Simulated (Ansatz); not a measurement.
This run works on a generated trial structure, not on a known crystal.

Input and command of a plane-wave DFT calculation in Ansatz:

```yaml
crystal:
  lattice:
    - [4.94621798, 0.0, 0.0]
    - [0.0, 4.94621798, 0.0]
    - [0.0, 0.0, 7.26714754]
  atoms:
    - { symbol: Ga, position: [0.0, 0.5, 0.20241478] }
    - { symbol: Ga, position: [0.5, 0.0, 0.20241478] }
    - { symbol: Ga, position: [0.0, 0.5, 0.79758522] }
    - { symbol: Ga, position: [0.5, 0.0, 0.79758522] }
    - { symbol: P, position: [0.5, 0.5, 0.5] }
    - { symbol: As, position: [0.0, 0.0, 0.1384602] }
    - { symbol: As, position: [0.0, 0.0, 0.8615398] }
    - { symbol: As, position: [0.0, 0.0, 0.5] }
basis:
  ecutwfc: 420
kpoints:
  mp_grid: { grid: [3, 3, 3] }
hamiltonian:
  xc: pbe
scf:
  occupations: { method: gaussian, width: 0.2 }
  lower_state_search: "off"
output:
  forces: true
  stress: true
  eigenvalues: true
relax:
  adjacent_minimum: "off"
  f_tol: 0.08
  max_steps: 16
  cell: { stress_tol: 0.8 }
```

```bash
ansatz run input.yaml --threads 1 --pin off --max-ram 2560MiB --backend cpu --events-out ev --progress --plain --runs-dir out
```

Processor: Intel(R) Xeon(R) Platinum 8259CL CPU @ 2.50GHz (Skylake/Cascade Lake), 1 thread, on a host shared with other jobs.

Task: How long does it run, and how much memory does it take?

Result: About 99 s, peak memory 0.54 GiB. It solves 62 bands at 6 k points (after reduction by symmetry) with about 3613 plane waves (on the last cell), in 117 SCF iterations over 16 ionic steps.
